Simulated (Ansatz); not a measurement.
⁷³Ge nuclear quadrupole resonance in GePt

Cell: a Materials Project structure (computed, not necessarily an observed phase), taken as it stands.

Space group Pnma (No. 62); a = 5.7560, b = 3.7300, c = 6.1116 Å.

| site | Wyckoff | site symmetry | x | y | z |
| --- | --- | --- | --- | --- | --- |
| Ge | 4c | .m. | 0.8139 | 0.7500 | 0.5880 |
| Pt | 4c | .m. | 0.0019 | 0.7500 | 0.1927 |

One atom of each set is listed.

All values are calculated (Ansatz; DFT, PBE, plane waves and PAW, scalar-relativistic, 420 eV cutoff, Γ-centred 5×8×5 k-points, Fermi–Dirac smearing 0.05 eV), not measured.

⁷³Ge: I = 9/2, Q = -196.0 mb (year-2017 value). Static lattice, zero field.

Question: Predict the zero-field ⁷³Ge lines of each site.

Answer: For I = 9/2 and η = 0 the lines are |C_Q|/24 times 1, 2, 3 and 4; η shifts the lowest up most. At large η the states mix, and weaker lines appear at sums of the main ones; lines under 5 % of the strongest are left out.

```json
{"site": "Ge", "atoms": "4", "V_zz (10²¹ V/m²)": "7.06", "C_Q (MHz)": "-33.4", "η": "0.97", "line frequencies (MHz)": "3.40, 3.50, 4.99, 5.12, 6.90"}
```

At this cell the principal stresses reach 5 GPa in size with PBE, which can matter for small gradients. With no gap above 0.1 eV, as in a metal, the gradients converge slowly in k; expect changes of a tenth or more on a denser mesh. Without spin–orbit coupling the gradients at and beside Pt can be off by some per cent, at some sites by more.
